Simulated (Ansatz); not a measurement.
Question: Name crystals whose computed values (plane-wave PAW PBEsol (Ansatz code)) fall in these windows: electron conductivity mass (mₑ) 1.4 to 1.8; gap (eV) 0.64 to 0.79.

Answer: 

```json
[
 {"crystal": "FeBiO3, Amm2 (Bi on 2b, Fe on 2a, O on 2b, O on 4d)", "electron conductivity mass (mₑ)": "1.7", "gap (eV)": "0.73"}
]
```
Others may fit too.

Spin orders computed, not proven ground states: FeBiO3, Amm2 (Bi on 2b, Fe on 2a, O on 2b, O on 4d) antiferromagnetic. Typed or built starts, not in the databases checked: FeBiO3, Amm2 (Bi on 2b, Fe on 2a, O on 2b, O on 4d). Not the usual ambient phase: FeBiO3, Amm2 (Bi on 2b, Fe on 2a, O on 2b, O on 4d). The cell was relaxed under the symmetry of its start. No Hubbard U is applied. Spin–orbit coupling is left out wherever it is not named.

Potentials: the later of the program's two PAW sets.
